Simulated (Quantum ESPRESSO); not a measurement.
pw.x input (Quantum ESPRESSO 7.5; PBEsol, PseudoDojo standard norm-conserving files, scalar-relativistic):

```
&CONTROL
  calculation = 'scf'
  pseudo_dir = './pseudo'
  outdir = './out'
  tprnfor = .true.
  tstress = .true.
/
&SYSTEM
  ibrav = 0
  nat = 5
  ntyp = 3
  ecutwfc = 88.0
  ecutrho = 352.0
  occupations = 'smearing'
  smearing = 'fd'
  degauss = 0.002
  nbnd = 24
/
&ELECTRONS
  conv_thr = 5e-10
/
ATOMIC_SPECIES
O 15.9990 O.upf
Na 22.9898 Na.upf
Br 79.9040 Br.upf
CELL_PARAMETERS angstrom
  4.533130000000   0.000000000000   0.000000000000
  0.000000000000   4.533130000000   0.000000000000
  0.000000000000   0.000000000000   4.533130000000
ATOMIC_POSITIONS crystal
O   0.500000000000   0.500000000000   0.500000000000
Na   0.000000000000   0.500000000000   0.500000000000
Na   0.500000000000   0.000000000000   0.500000000000
Na   0.500000000000   0.500000000000   0.000000000000
Br   0.000000000000   0.000000000000   0.000000000000
K_POINTS automatic
6 6 6 0 0 0
```

End of the output:

```
     total energy              =    -338.54091600 Ry
     estimated scf accuracy    <       0.00000027 Ry
     total energy              =    -338.54091604 Ry
     estimated scf accuracy    <       0.00000001 Ry
     total energy              =    -338.54091604 Ry
     estimated scf accuracy    <          1.6E-09 Ry
[...]
     the Fermi energy is     4.4721 ev
!    total energy              =    -338.54091604 Ry
     estimated scf accuracy    <          2.0E-10 Ry
     smearing contrib. (-TS)   =      -0.00000000 Ry
     internal energy E=F+TS    =    -338.54091604 Ry
     The total energy is F=E-TS. E is the sum of the following terms:
     one-electron contribution =    -223.94925866 Ry
     hartree contribution      =     123.58656890 Ry
     xc contribution           =     -59.29544212 Ry
     ewald contribution        =    -178.88278416 Ry
     convergence has been achieved in  12 iterations
     Forces acting on atoms (cartesian axes, Ry/au):
     atom    1 type  1   force =     0.00000000    0.00000000    0.00000000
     atom    2 type  2   force =     0.00000000    0.00000000    0.00000000
     atom    3 type  2   force =     0.00000000    0.00000000    0.00000000
     atom    4 type  2   force =     0.00000000    0.00000000    0.00000000
     atom    5 type  3   force =     0.00000000    0.00000000    0.00000000
     Total force =     0.000000     Total SCF correction =     0.000000
     Computing stress (Cartesian axis) and pressure
          total   stress  (Ry/bohr**3)                   (kbar)     P=        2.27
   0.00001543   0.00000000   0.00000000            2.27        0.00        0.00
   0.00000000   0.00001543   0.00000000            0.00        2.27        0.00
   0.00000000   0.00000000   0.00001543            0.00        0.00        2.27
```
In a gapped system the printed Fermi energy is only some level inside the gap.

Spin-orbit coupling is not included.

Geometry of the Materials Project entry, not relaxed at this level.
